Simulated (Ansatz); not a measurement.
Values for one crystal, relaxed and computed with PBEsol in the plane-wave PAW code Ansatz; other levels are named.

| Item | Value |
|---|---|
| Volume per atom | 22.57 Å³ |
| Band gap | 1.70 eV (indirect) |
| Pressure derivative B′ | 4.6 |
| Gap with spin–orbit coupling | 1.68 eV |
| Smallest direct gap on the standard path | 1.83 eV |
| Electron effective mass | 0.23, 1.4, 1.4 mₑ (principal values) |
| Electronic dielectric constant ε∞ (DFPT) | 6.84 (xx = yy), 8.72 (zz) |

Problem. Which of these materials gives this?
A) GeS2, P3_221 (Ge on 3b, S on 6c)
B) HfS2, Pca2_1 (Hf on 4a, S on 4a, S on 4a)
C) SiGe, wurtzite
D) CdS, wurtzite

Solution. A, GeS2, P3_221 (Ge on 3b, S on 6c)

The start of the workflow was typed in or built on a structure type; neither database checked (COD, Materials Project) lists it. COD files the formula under space group No. 14, 43, 82, 122, 217. Whether it is the stable phase at ambient conditions was not checked. The cell was relaxed with PBEsol under the symmetry of its start; its stability against distortions is not shown here. The volume moved by -23 % from the start of the relaxation. Scalar-relativistic: spin–orbit coupling is off unless named, which matters more the heavier the elements.

Potentials: the earlier of the program's two PAW sets. The files were generated under PBE; for other functionals the program regenerates the frozen cores, and for LDA and PBEsol the local potential too.
